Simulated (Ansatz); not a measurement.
Na$_{2}$CrO$_{4}$:
```
CELL_PARAMETERS angstrom
      2.92014    -4.57538     0.00000
      2.92014     4.57538     0.00000
      0.00000     0.00000     7.08528
ATOMIC_POSITIONS crystal
  Na 0.18624 0.81376 0.25000
  Na 0.81376 0.18624 0.75000
  Na 0.50000 0.50000 0.00000
  Na 0.50000 0.50000 0.50000
  Cr 0.85428 0.14572 0.25000
  Cr 0.14572 0.85428 0.75000
  O  0.24939 0.75061 0.56295
  O  0.75061 0.24939 0.43705
  O  0.75061 0.24939 0.06295
  O  0.24939 0.75061 0.93705
  O  0.18917 0.27004 0.25000
  O  0.81083 0.72996 0.75000
  O  0.27004 0.18917 0.75000
  O  0.72996 0.81083 0.25000
```

Relaxed with r²SCAN.

Which orbitals make up the states near the band edges in r²SCAN (plane waves, PAW; program Ansatz)?

Top 1 eV of the valence band: O 2p 99 %. Bottom 1 eV of the conduction band: Cr 3d 54 %, O 2p 40 %. Projections are on Löwdin-orthogonalised atomic valence shells; empty p or d shells of many metals are not among them.

Tabulate the density of states.

States/eV per cell of 14 atoms, in 0.25 eV bins, energy from the valence-band maximum.

| E (eV) | total | O 2p | Cr 3d | Na 3s |
|---|---|---|---|---|
| -4.20 | 0.00 | 0.00 | 0.00 | 0.00 |
| -3.95 | 13.72 | 7.83 | 4.74 | 0.78 |
| -3.70 | 20.73 | 12.21 | 7.49 | 0.32 |
| -3.45 | 23.53 | 13.61 | 8.99 | 0.09 |
| -3.20 | 18.30 | 10.36 | 7.40 | 0.04 |
| -2.95 | 3.72 | 2.06 | 1.61 | 0.00 |
| -2.70 | 0.19 | 0.17 | 0.00 | 0.01 |
| -2.45 | 5.80 | 5.29 | 0.10 | 0.12 |
| -2.20 | 11.80 | 10.89 | 0.20 | 0.12 |
| -1.95 | 10.69 | 9.98 | 0.13 | 0.14 |
| -1.70 | 14.08 | 13.19 | 0.18 | 0.14 |
| -1.45 | 13.79 | 13.07 | 0.14 | 0.09 |
| -1.20 | 7.58 | 7.25 | 0.06 | 0.03 |
| -0.95 | 0.07 | 0.07 | 0.00 | 0.00 |
| -0.70 | 3.89 | 3.82 | 0.01 | 0.03 |
| -0.45 | 27.92 | 27.50 | 0.08 | 0.08 |
| -0.20 | 15.75 | 15.55 | 0.06 | 0.02 |
| 0.05 | 0.44 | 0.44 | 0.00 | 0.00 |
| 0.30 | 0.00 | 0.00 | 0.00 | 0.00 |
| 0.55 | 0.00 | 0.00 | 0.00 | 0.00 |
| 0.80 | 0.00 | 0.00 | 0.00 | 0.00 |
| 1.05 | 0.00 | 0.00 | 0.00 | 0.00 |
| 1.30 | 0.00 | 0.00 | 0.00 | 0.00 |
| 1.55 | 0.00 | 0.00 | 0.00 | 0.00 |
| 1.80 | 0.00 | 0.00 | 0.00 | 0.00 |
| 2.05 | 0.00 | 0.00 | 0.00 | 0.00 |
| 2.30 | 0.00 | 0.00 | 0.00 | 0.00 |
| 2.55 | 0.00 | 0.00 | 0.00 | 0.00 |
| 2.80 | 0.00 | 0.00 | 0.00 | 0.00 |
| 3.05 | 0.65 | 0.24 | 0.35 | 0.02 |
| 3.30 | 18.20 | 7.05 | 9.78 | 0.48 |
| 3.55 | 12.67 | 5.26 | 6.74 | 0.15 |
| 3.80 | 0.48 | 0.22 | 0.25 | 0.00 |
| 4.05 | 0.00 | 0.00 | 0.00 | 0.00 |
| 4.30 | 0.00 | 0.00 | 0.00 | 0.00 |
| 4.55 | 0.00 | 0.00 | 0.00 | 0.00 |
| 4.80 | 2.59 | 0.84 | 1.40 | 0.07 |
| 5.05 | 20.57 | 7.64 | 10.75 | 0.32 |
| 5.30 | 24.84 | 10.11 | 12.76 | 0.06 |
| 5.55 | 0.00 | 0.00 | 0.00 | 0.00 |
| 5.80 | 0.00 | 0.00 | 0.00 | 0.00 |
| 6.05 | 0.00 | 0.00 | 0.00 | 0.00 |
| 6.30 | 0.10 | 0.01 | 0.00 | 0.05 |
| 6.55 | 0.30 | 0.03 | 0.01 | 0.15 |
| 6.80 | 0.48 | 0.05 | 0.01 | 0.23 |
| 7.05 | 0.66 | 0.07 | 0.02 | 0.31 |
| 7.30 | 0.85 | 0.09 | 0.02 | 0.40 |
| 7.55 | 1.06 | 0.11 | 0.02 | 0.50 |
| 7.80 | 1.42 | 0.14 | 0.02 | 0.64 |

Space group Cmcm. The first step of the workflow began from a Materials Project structure, measured or hypothetical; the Crystallography Open Database files this formula in space group No. 63, but the cells were not matched. Whether it is the stable phase at ambient conditions was not checked. The r²SCAN relaxation kept the symmetry of its start; its stability against distortions is not shown here. The run is not spin-polarised. No Hubbard U is applied.

Potentials: the later of the program's two PAW sets.
